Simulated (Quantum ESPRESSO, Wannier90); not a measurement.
# AlP (zinc blende), plane waves to Wannier functions

```
begin unit_cell_cart
ang
    0.0000000000    2.7364850000    2.7364850000
    2.7364850000    0.0000000000    2.7364850000
    2.7364850000    2.7364850000    0.0000000000
end unit_cell_cart
begin atoms_frac
Al   0.0000000000  0.0000000000  0.0000000000
P    0.2500000000  0.2500000000  0.2500000000
end atoms_frac
```

Cell from Materials Project (mp-1550), symmetrised, no further relaxation. COD (Crystallography Open Database) has an entry of this formula and space group (matched by these alone). Level: PBEsol, no spin polarisation, no spin-orbit coupling; pw.x of Quantum ESPRESSO at 36 Ry with PseudoDojo potentials, 10×10×10 k-points, Wannier90. Density: 10×10×10 mesh, cold smearing 0.01 Ry.

A tight-binding model is made by disentanglement and projection with no localisation steps (num_iter = 0), so the 8 orbitals stay atom-like: hydrogen-like Al: s;p; P: s;p, axes along x, y, z; frozen window up to 2.95 eV relative to the valence-band maximum. It follows pw.x to 9.9 meV rms for states up to 2.4 eV relative to the valence-band maximum. Matrix elements depend on this choice of orbitals and windows.

**Question.** What are the on-site energies relative to the valence-band maximum, and how fast do the hoppings decay?

**Answer.** 
```csv
atom,orbitals,energy (eV)
Al1,s,-0.11
Al1,pz px py,3.99
P2,s,-6.79
P2,pz px py,0.76
```

| distance of the centres (Å) | largest modulus (eV) |
|---|---|
| 2–3 | 1.6 |
| 3–4 | 0.55 |
| 4–5 | 0.094 |
| 5–6 | 0.13 |
| 6–7 | 0.065 |
| 7–8 | 0.046 |
| 8–9 | 0.012 |
| 9–10 | 0.0079 |
| 10–11 | 0.0046 |
| 11–12 | 0.0047 |
| 12–13 | 0.0032 |
